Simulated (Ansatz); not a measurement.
This cell of Sn (diamond) is off equilibrium:

```xyz
2
Lattice="0.0000 3.2827 3.2827 3.2827 0.0000 3.2827 3.2827 3.2827 0.0000" Properties=species:S:1:pos:R:3 pbc="T T T"
Sn     1.6414     1.6414     1.6414
Sn     0.0000     0.0000     0.0000
```

Method: PBE (plane waves to 420 eV, PAW, scalar-relativistic; Ansatz, a program for electronic structure). k mesh 12×12×12 (Γ-centred), Fermi-Dirac smearing 0.05 eV. E stands for the smeared free energy. Compression counts positive. Sn was relaxed with its symmetry unable to fall. The relaxed volume of Sn is well above the measured one; the method has no dispersion term.

Question: What is the stress tensor (GPa)?

Answer: 
```
    1.6      0.0      0.0
    0.0      1.6      0.0
    0.0      0.0      1.6
```
The pressure, a third of the trace, is 1.6 GPa.

Question: It is the relaxed cell scaled evenly to V/V₀ = 0.960, atoms relaxed where free. What is its energy relative to the relaxed cell?

Answer: 7 meV/atom.

(A scan under strain: stresses follow from slopes of the energy per volume, elastic moduli from its curvatures.)
